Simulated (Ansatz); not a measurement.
MoF6:
```
MoF6
1.0
   -3.20092     3.20092     3.20092
    3.20092    -3.20092     3.20092
    3.20092     3.20092    -3.20092
Mo F
1 6
Direct
  0.00000   0.00000   0.00000
  0.71433   0.71433   0.00000
  0.28567   0.28567   0.00000
  0.00000   0.71433   0.71433
  0.00000   0.28567   0.28567
  0.71433   0.00000   0.71433
  0.28567   0.00000   0.28567
```

Relaxed with r²SCAN+D4. Special points in fractions of this cell's reciprocal vectors: Γ (0.000, 0.000, 0.000); H (0.500, -0.500, 0.500); N (0.000, 0.000, 0.500); P (0.250, 0.250, 0.250).

Problem. List the band energies nearest the valence-band maximum at these points for DFT-r²SCAN+D4 with spin–orbit coupling in the program Ansatz with PAW potentials.

Solution. In eV from the valence-band maximum; about four levels below and three above (degenerate sets whole), none deeper than 8.9 eV; points with the same levels are listed once.

| k | below | above |
|---|---|---|
| Γ | 0.00 0.00 0.00 0.00 | 4.78 4.78 4.78 4.78 |
| H | -0.03 -0.03 -0.03 -0.03 | 4.78 4.78 4.78 4.78 |
| N | -0.09 -0.09 -0.07 -0.07 | 4.69 4.69 4.74 4.74 |
| P | -0.12 -0.12 -0.12 -0.12 | 4.70 4.70 4.70 4.70 |

Space group Im-3m. The workflow started from a Materials Project entry (that database holds measured and hypothetical structures alike); the Crystallography Open Database copy checked does not list it. COD files the formula under space group No. 62. Its standing as an ambient phase is unchecked. Symmetry was held in the r²SCAN+D4 relaxation; its stability against distortions is not shown here. The run is not spin-polarised. No Hubbard U is applied.

Potentials: the later of the program's two PAW sets.
